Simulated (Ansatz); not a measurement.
MoS$_{2}$:
```
MoS2
1.0
    3.20123     0.00000     0.00000
   -1.60062     2.77235     0.00000
    0.00000     0.00000    33.00000
S Mo
2 1
Direct
  0.33333   0.66667   0.45275
  0.66667   0.33333   0.54725
  0.00000   0.00000   0.50000
```
The layer is periodic in x and y and isolated along z.

In-plane strain on the r²SCAN+D4-relaxed layer, atoms relaxed; plane-wave PAW r²SCAN+D4 (Ansatz code). Strained cells keep their symmetry and size, so buckling under compression is not allowed; words on stability below refer to the unstrained layer.

```
strain x / y (%)  ΔE (meV/atom)  tension xx (N/m)  tension yy (N/m)  thickness (Å)  work function (eV)
----------------  -------------  ----------------  ----------------  -------------  ------------------
-4 / -4                    28.8             -4.21             -4.21           3.26                5.18
-2 / -2                     7.4             -2.04             -2.04           3.19                5.19
-1 / 0                      ___               ___               ___            ___                 ___
0 / 0                       0.0              0.00              0.00           3.12                5.25
1 / 0                       0.9              1.02             -0.03           3.10                5.26
2 / 2                       7.5              1.99              1.99           3.06                5.31
4 / 4                       ___               ___               ___            ___                 ___
```

Question: Fill in the missing entries.

Answer: 
- 4 / 4, ΔE (meV/atom): 28.2
- 4 / 4, tension xx (N/m): 2.19
- 4 / 4, tension yy (N/m): 2.19
- 4 / 4, thickness (Å): 2.99
- 4 / 4, work function (eV): 5.37
- -1 / 0, ΔE (meV/atom): 1.0
- -1 / 0, tension xx (N/m): -1.07
- -1 / 0, tension yy (N/m): 0.05
- -1 / 0, thickness (Å): 3.14
- -1 / 0, work function (eV): 5.23

Space group P-3m1 (1T). The layer was cut from a bulk entry of the Materials Project (measured or hypothetical); whether that bulk phase is the ambient one, and whether the layer has been isolated, was not checked. Symmetry was held in the r²SCAN+D4 relaxation; whether a distortion lowers the energy is not shown. The run is not spin-polarised.

Potentials: the later of the program's two PAW sets.
